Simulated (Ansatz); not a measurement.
# Ta₄N₃: rigid cleavage

The calculation used Ansatz 0.2.0, DFT PBEsol, scalar-relativistic, plane waves, PAW. Settings: plane waves to 420 eV, k-mesh 9×9×5 (Γ-centred), Gaussian smearing 0.15 eV. Spin–orbit coupling is left out, which can shift energies with elements as heavy as these. No spin polarisation. Energies are free energies at this smearing, counted from the undisturbed cell; pressure is positive in compression.

Zero of the scan (relaxed at this level; it needn't be the usual structure):

```xyz
14
Lattice="-4.3571 0.0000 0.0000 0.0000 -4.3571 0.0000 0.0000 0.0000 8.5454" Properties=species:S:1:pos:R:3 pbc="T T T"
Ta   -2.1786    0.0000    5.2947
Ta    0.0000   -2.1786    1.0220
Ta    0.0000    0.0000    7.5229
Ta   -2.1786   -2.1786    3.2503
Ta   -2.1786    0.0000    1.0220
Ta    0.0000   -2.1786    5.2947
Ta   -2.1786   -2.1786    7.3391
Ta    0.0000    0.0000    3.0665
N    -2.1786    0.0000    3.1584
N     0.0000   -2.1786    7.4310
N     0.0000    0.0000    5.2947
N    -2.1786   -2.1786    1.0220
N     0.0000   -2.1786    3.1584
N    -2.1786    0.0000    7.4310
```

The cut lies on the cell's a–b face, a (0 0 1) plane (indices in the standard cell, whose axes needn't be the Cartesian ones shown) of area 18.98 Å², between layers 2.04 Å apart. Vector c is lengthened by d along the normal with the atoms' Cartesian places fixed: one unrelaxed cut a cell. The cell is metallic on the mesh throughout.

d (Å), energy (J/m²) and a bar:
```
    -0.30       2.02 ############
    -0.15       0.39 ##
     0.00       0.00
     0.25       0.56 ###
     0.50       1.53 #########
     0.75       2.36 ##############
     1.00       2.93 #################
     1.50       3.68 #####################
     2.00       4.18 ########################
     3.00       4.80 ############################
     4.50       5.14 ##############################
     6.00       5.20 ##############################
```

Cost: 12 runs of about 4 core-minutes in all, on AMD EPYC 9R45 (Zen 5) (shared hosts).